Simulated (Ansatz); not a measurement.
YB6:
```cif
data_B6Y
_chemical_formula_sum 'Y1 B6'
_space_group_name_H-M_alt 'Pm-3m'
_space_group_IT_number 221
_space_group_name_Hall '-P 4 2 3'
_cell_length_a 4.07546
_cell_length_b 4.07546
_cell_length_c 4.07546
_cell_angle_alpha 90.000
_cell_angle_beta 90.000
_cell_angle_gamma 90.000
loop_
_atom_site_label
_atom_site_type_symbol
_atom_site_symmetry_multiplicity
_atom_site_Wyckoff_symbol
_atom_site_fract_x
_atom_site_fract_y
_atom_site_fract_z
_atom_site_occupancy
Y1 Y 1 a 0.00000 0.00000 0.00000 1
B1 B 6 f 0.19881 0.50000 0.50000 1
```

Relaxed with PBEsol.

Q: Which orbitals make up the states near the Fermi level in DFT-PBEsol in the program Ansatz with PAW potentials?

A: Within 0.5 eV of the Fermi level: Y 4d 49 %, B 2p 45 %. Projections are on Löwdin-orthogonalised atomic valence shells; empty p or d shells of many metals are not among them.

Q: Tabulate the density of states.

A: States/eV per cell of 7 atoms, in 0.25 eV bins, energy from the Fermi level.

| E (eV) | total | B 2p | Y 4d | B 2s |
|---|---|---|---|---|
| -7.85 | 1.03 | 0.71 | 0.07 | 0.24 |
| -7.60 | 0.78 | 0.53 | 0.05 | 0.17 |
| -7.35 | 1.06 | 0.72 | 0.07 | 0.23 |
| -7.10 | 1.07 | 0.75 | 0.08 | 0.22 |
| -6.85 | 1.19 | 0.85 | 0.10 | 0.22 |
| -6.60 | 1.49 | 1.10 | 0.12 | 0.23 |
| -6.35 | 1.78 | 1.36 | 0.14 | 0.24 |
| -6.10 | 2.39 | 1.90 | 0.19 | 0.24 |
| -5.85 | 2.47 | 1.99 | 0.19 | 0.23 |
| -5.60 | 2.83 | 2.35 | 0.22 | 0.21 |
| -5.35 | 2.61 | 2.16 | 0.21 | 0.20 |
| -5.10 | 1.89 | 1.56 | 0.15 | 0.15 |
| -4.85 | 2.40 | 1.98 | 0.23 | 0.16 |
| -4.60 | 3.21 | 2.66 | 0.32 | 0.20 |
| -4.35 | 3.32 | 2.80 | 0.28 | 0.21 |
| -4.10 | 2.37 | 2.04 | 0.19 | 0.12 |
| -3.85 | 2.35 | 2.02 | 0.19 | 0.12 |
| -3.60 | 3.39 | 2.99 | 0.20 | 0.18 |
| -3.35 | 3.27 | 2.96 | 0.16 | 0.13 |
| -3.10 | 3.21 | 2.98 | 0.11 | 0.09 |
| -2.85 | 2.19 | 2.05 | 0.08 | 0.05 |
| -2.60 | 1.06 | 0.96 | 0.07 | 0.02 |
| -2.35 | 0.88 | 0.72 | 0.13 | 0.02 |
| -2.10 | 0.85 | 0.71 | 0.13 | 0.01 |
| -1.85 | 0.46 | 0.34 | 0.11 | 0.00 |
| -1.60 | 0.50 | 0.34 | 0.16 | 0.01 |
| -1.35 | 0.37 | 0.19 | 0.17 | 0.01 |
| -1.10 | 0.42 | 0.21 | 0.20 | 0.01 |
| -0.85 | 0.50 | 0.24 | 0.24 | 0.01 |
| -0.60 | 0.59 | 0.28 | 0.28 | 0.01 |
| -0.35 | 0.74 | 0.34 | 0.35 | 0.02 |
| -0.10 | 0.83 | 0.38 | 0.41 | 0.02 |
| 0.15 | 0.79 | 0.35 | 0.39 | 0.02 |
| 0.40 | 0.95 | 0.41 | 0.48 | 0.03 |
| 0.65 | 1.23 | 0.51 | 0.63 | 0.05 |
| 0.90 | 1.32 | 0.54 | 0.68 | 0.06 |
| 1.15 | 2.19 | 0.87 | 1.07 | 0.16 |
| 1.40 | 2.41 | 0.95 | 1.19 | 0.19 |
| 1.65 | 2.40 | 0.74 | 1.45 | 0.14 |
| 1.90 | 4.03 | 0.83 | 2.80 | 0.25 |
| 2.15 | 4.60 | 0.70 | 3.35 | 0.34 |
| 2.40 | 5.46 | 0.81 | 4.09 | 0.32 |
| 2.65 | 4.54 | 0.94 | 3.03 | 0.31 |
| 2.90 | 4.38 | 1.05 | 2.79 | 0.34 |
| 3.15 | 3.52 | 0.98 | 1.99 | 0.28 |
| 3.40 | 1.73 | 0.60 | 0.67 | 0.17 |
| 3.65 | 2.65 | 0.96 | 1.04 | 0.22 |
| 3.90 | 3.85 | 1.42 | 1.53 | 0.27 |
| 4.15 | 3.67 | 1.41 | 1.05 | 0.34 |
| 4.40 | 2.14 | 0.99 | 0.58 | 0.13 |
| 4.65 | 2.04 | 1.06 | 0.46 | 0.09 |

The workflow started from a Materials Project entry (that database holds measured and hypothetical structures alike); the Crystallography Open Database files this formula in space group No. 221, but the cells were not matched. Its standing as an ambient phase is unchecked. Symmetry was held in the PBEsol relaxation; its stability against distortions is not shown here. The run is not spin-polarised. Scalar-relativistic: spin–orbit coupling is off unless named, which matters more the heavier the elements.

Potentials: the later of the program's two PAW sets.
